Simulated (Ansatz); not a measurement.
Below is a relaxed structure of HfH5. The cell was found from a structure generator's guess, not taken from experiment.

The calculation used DFT PBE, scalar-relativistic, plane waves, PAW in Ansatz 0.2.0. Cutoff 420 eV, Γ-centred mesh, Gaussian smearing, no spin polarisation.

```
Hf H
1.0
     3.07195    0.00000    0.00000
     0.00000    3.07195    0.00000
     0.00000    0.00000    5.52978
Hf H
1 5
Direct
  0.50000 0.50000 0.97335
  0.00000 0.00000 0.86152
  0.50000 0.50000 0.42507
  0.00000 0.50000 0.18630
  0.50000 0.00000 0.18630
  0.50000 0.50000 0.57398
```

Energies over the elements count from the elements' standard structures at the same level (H₂ as a molecule), with no fitted energy shifts.

Task: What space group does it have?

Result: P4mm (No. 99). Conventional cell: a = 3.072 Å, c = 5.530 Å. Hf is surrounded by 4 H at 1.94 Å, 5 H at 2.21–2.26 Å, 1 H at 2.50 Å, 1 H at 3.03 Å and 4 Hf at 3.07 Å; H on a site of symmetry 4mm has 4 Hf at 2.26 Å, 4 H at 2.36 Å and 4 H at 2.69 Å; around H on a second site of symmetry 4mm lie 1 H at 0.82 Å, 4 H at 2.03 Å and 1 Hf at 2.50 Å; H on a site of symmetry 2mm is surrounded by 2 Hf at 1.94 Å, 2 H at 2.03 Å, 4 H at 2.17 Å and 2 H at 2.36 Å; 1 more site not described.

Task: How far does it lie from the elements in energy?

Result: +0.06 eV/atom. The separate elements lie lower, so it is unstable against them.

Task: Is it a metal?

Result: Yes, bands cross the Fermi level on the 12×12×8 mesh.

The last run used a 12×12×8 mesh (in the run's order of axes) for its 6-atom cell and Gaussian smearing of 0.10 eV. Spin–orbit coupling, which can matter for Hf, is left out. The cell is a metal run without spin; a magnetic state may lie lower. With hydrogen, zero-point motion can shift formation energies by some tens of meV/atom. A structure relaxed within its symmetry needn't be a true minimum. Another cell of HfH5 relaxed alike, in Cmmm, lies 31 meV/atom lower, so this cell isn't the stable form at this level.
